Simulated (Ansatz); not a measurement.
Input:

HfSiSe:
```cif
data_Hf2Se2Si2
_chemical_formula_sum 'Hf2 Si2 Se2'
_space_group_name_H-M_alt 'P4/nmm :1'
_space_group_IT_number 129
_space_group_name_Hall 'P 4ab 2ab -1ab'
_cell_length_a 3.55290
_cell_length_b 3.55290
_cell_length_c 8.16368
_cell_angle_alpha 90.000
_cell_angle_beta 90.000
_cell_angle_gamma 90.000
loop_
_space_group_symop_operation_xyz
  'x, y, z'
  '-y+1/2, x+1/2, z'
  '-x, -y, z'
  'y+1/2, -x+1/2, z'
  'x+1/2, -y+1/2, -z'
  '-y, -x, -z'
  '-x+1/2, y+1/2, -z'
  'y, x, -z'
  '-x+1/2, -y+1/2, -z'
  'y, -x, -z'
  'x+1/2, y+1/2, -z'
  '-y, x, -z'
  '-x, y, z'
  'y+1/2, x+1/2, z'
  'x, -y, z'
  '-y+1/2, -x+1/2, z'
loop_
_atom_site_label
_atom_site_type_symbol
_atom_site_symmetry_multiplicity
_atom_site_Wyckoff_symbol
_atom_site_fract_x
_atom_site_fract_y
_atom_site_fract_z
_atom_site_occupancy
Hf1 Hf 2 c 0.50000 0.00000 0.25667 1
Si1 Si 2 a 0.00000 0.00000 0.00000 1
Se1 Se 2 c 0.00000 0.50000 0.37986 1
```

This is the LDA-relaxed structure.

### Question
All from the program Ansatz at the LDA level (PAW), unless another level is named. Predict the electronic character.

### Answer
metallic (no gap).

### Question
Predict the formation energy from the elements (no fitted shifts).

### Answer
-1.10 eV/atom.

### Question
Predict the density of states at the Fermi level.

### Answer
0.08 states/eV per atom (mean over ±0.08 eV).

The first step of the workflow began from a Materials Project structure, measured or hypothetical; the Crystallography Open Database files this formula in space group No. 129, but the cells were not matched. Whether it is the stable phase at ambient conditions was not checked. The cell was relaxed with LDA under the symmetry of its start; of distortions, only those at the zone centre were tested. The run is not spin-polarised. The references are the lowest solids computed at this level, not always the standard phases. Scalar-relativistic: spin–orbit coupling is off unless named, which matters more the heavier the elements.

Potentials: the later of the program's two PAW sets.
